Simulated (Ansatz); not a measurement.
ZnCd3S4:
```
CELL_PARAMETERS angstrom
      5.70461     0.00000     0.00000
      0.00000     5.70461     0.00000
      0.00000     0.00000     5.70461
ATOMIC_POSITIONS crystal
  Zn 0.00000 0.00000 0.00000
  Cd 0.00000 0.50000 0.50000
  Cd 0.50000 0.00000 0.50000
  Cd 0.50000 0.50000 0.00000
  S  0.76317 0.76317 0.23683
  S  0.76317 0.23683 0.76317
  S  0.23683 0.23683 0.23683
  S  0.23683 0.76317 0.76317
```

Relaxed with PBEsol. Special points in fractions of this cell's reciprocal vectors: Γ (0.000, 0.000, 0.000); X (0.000, 0.500, 0.000); M (0.500, 0.500, 0.000); R (0.500, 0.500, 0.500).

List the band energies nearest the valence-band maximum at these points for DFT-PBEsol in the program Ansatz with PAW potentials.

In eV from the valence-band maximum; about four levels below and three above (degenerate sets whole), none deeper than 8.9 eV; points with the same levels are listed once.

```
k                             below                above
-  --------------------------------  -------------------
Γ  -1.93 -1.93 -1.93 0.00 0.00 0.00  1.21 3.39 3.39 3.39
X           -1.19 -1.19 -0.93 -0.93       3.64 3.65 4.63
M           -0.90 -0.90 -0.89 -0.51       3.94 4.45 4.45
R     -0.75 -0.75 -0.75 -0.59 -0.59  2.80 2.99 2.99 2.99
```

Space group P-43m. The workflow started from a Materials Project entry (that database holds measured and hypothetical structures alike); the Crystallography Open Database copy checked does not list it. With Zn and Cd taken as one species the cell has the higher symmetry F-43m, so it may be an ordered model of a mixed-site phase. Whether it is the stable phase at ambient conditions was not checked. The PBEsol relaxation kept the symmetry of its start; of distortions, only those at the zone centre were tested. Spin–orbit coupling is left out wherever it is not named.

Potentials: the later of the program's two PAW sets.
